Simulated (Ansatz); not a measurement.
Ti2SiB2:
```xyz
5
Lattice="1.5101 -5.2244 0.0000 1.5101 5.2244 0.0000 0.0000 0.0000 3.4102" Properties=species:S:1:pos:R:3 pbc="T T T"
Si     0.0000     0.0000     0.0000
Ti     1.5101     1.4134     1.7051
Ti     1.5101    -1.4134     1.7051
B      1.5101     3.0551     0.0000
B      1.5101    -3.0551     0.0000
```

Relaxed with r²SCAN.

### Question
Give the Bader charges and basin volumes of the independent atoms, plane-wave PAW r²SCAN (Ansatz code).

### Answer


```
atom  Bader charge (e)  Bader volume (Å³)
----  ----------------  -----------------
Si1              -0.44               15.4
Ti2              +1.30                9.3
B4               -1.08                9.9
```

Space group Cmmm. The start of the workflow was typed in or built on a structure type; neither database checked (COD, Materials Project) lists it. Whether it is the stable phase at ambient conditions was not checked. The r²SCAN relaxation kept the symmetry of its start; its stability against distortions is not shown here. The run is not spin-polarised.

Potentials: the earlier of the program's two PAW sets. The files were generated under PBE; for other functionals the program regenerates the frozen cores, and for LDA and PBEsol the local potential too.
